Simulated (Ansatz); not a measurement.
**ZrC in the NiAs-type structure**

The computed numbers are results of PBEsol, scalar-relativistic (no spin polarisation) in the plane-wave PAW code Ansatz at 420 eV, Γ-centred 12×12×6 mesh, 0.05 eV Gaussian smearing. The datasets are Ansatz's generated set soft_2.

```
CELL_PARAMETERS angstrom
3.27249 0.00000 0.00000
-1.63625 2.83406 0.00000
0.00000 0.00000 5.79439
ATOMIC_POSITIONS crystal
Zr 0.00000 0.00000 0.00000
Zr 0.00000 0.00000 0.50000
C 0.33333 0.66667 0.25000
C 0.66667 0.33333 0.75000
```

The start was a prototype's sites filled with these elements. The Crystallography Open Database lists the compound in space group Fm-3m (rock salt), so this is a trial structure.

The cell has space group P6_3/mmc (read at 0.01 Å). In it the stress is 0.01, 0.01, 0.02, 0.00, 0.00, 0.00 GPa and the largest force component 0.000 eV/Å. Each change below starts from this cell, without further relaxation. Stress is in GPa, positive in compression, in the order xx, yy, zz, yz, xz, xy; energies are counted from the cell above and are free energies with the smearing's entropy, which match forces and stress in a metal.

Problem. What happens when atom 1 (Zr) is moved by 0.08 Å along y?

Solution. The energy changes by -0.3 meV per cell, and the force on it along the shift is -0.0108 eV/Å (−F/u = 0.14 eV/Å²). Stress: 0.10, 0.05, 0.36, 0.30, 0.00, 0.00.
```tsv
atom	Fx (eV/Å)	Fy	Fz
Zr1	0.000	-0.011	-0.008
Zr2	0.000	0.001	0.000
C3	0.000	0.027	0.037
C4	0.000	-0.018	-0.030
```

Problem. A single strain component, atoms carried along, gave the stress -10.28, -4.21, -1.61, 0.00, 0.00, 0.00. Which component, and about how large?

Solution. An engineering strain of 3 % in xx; the energy changes by 53.4 meV per cell.
